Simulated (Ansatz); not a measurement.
Theory: DFT PBE, scalar-relativistic, plane waves, PAW in Ansatz 0.2.0. Settings: cutoff 420 eV, Γ-centred meshes spaced at most about 0.3 Å⁻¹, and about 0.25 Å⁻¹ or finer for metals (2π included), Gaussian smearing. No spin polarisation in the final relaxations.

These are static total energies at zero pressure.

Compare these two cells of ZrAl₂N₃, each relaxed at this level.

A.

```
Zr Al N
1.0
    -1.53585    1.53585    6.42275
     1.53585   -1.53585    6.42275
     1.53585    1.53585   -6.42275
Zr Al N
1 2 3
Direct
  0.50000 0.50000 0.00000
  0.82800 0.82800 0.00000
  0.17200 0.17200 0.00000
  0.67613 0.67613 0.00000
  0.32387 0.32387 0.00000
  0.00000 0.00000 0.00000
```

B.

```
Zr Al N
1.0
    -1.63322    1.63322    6.89946
     1.63322   -1.63322    6.89946
     1.63322    1.63322   -6.89946
Zr Al N
1 2 3
Cartesian
  0.0000 0.0000 0.0000
  0.0000 0.0000 9.3099
  0.0000 0.0000 4.4890
  1.6332 0.0000 1.3637
  1.6332 0.0000 5.5357
  0.0000 1.6332 3.4497
```

Question: Which is lower in energy, and by how much?

Answer: B is lower, by 39 meV/atom. A has Zr and Al ordered on rock salt sites, space group I4/mmm (No. 139), 10.1 Å³/atom and no gap on its mesh; B has Zr and Al ordered on zinc blende sites, space group I-4m2 (No. 119), 12.3 Å³/atom and no gap. Counting N atoms around Al and Zr (those within 1.25 times the shortest such distance or 1.15 times the sum of covalent radii; a plus sign parts nearer from farther groups), A has Zr 6, Al 1+5 and B has Zr 4, Al 4. The lower one is the more open, so pressure narrows the difference. Both come from invented guesses. A third cell relaxed alike, in P6_3mc, lies 33 meV/atom below the lower of the two.

Cells relaxed within their symmetry can be saddle points.
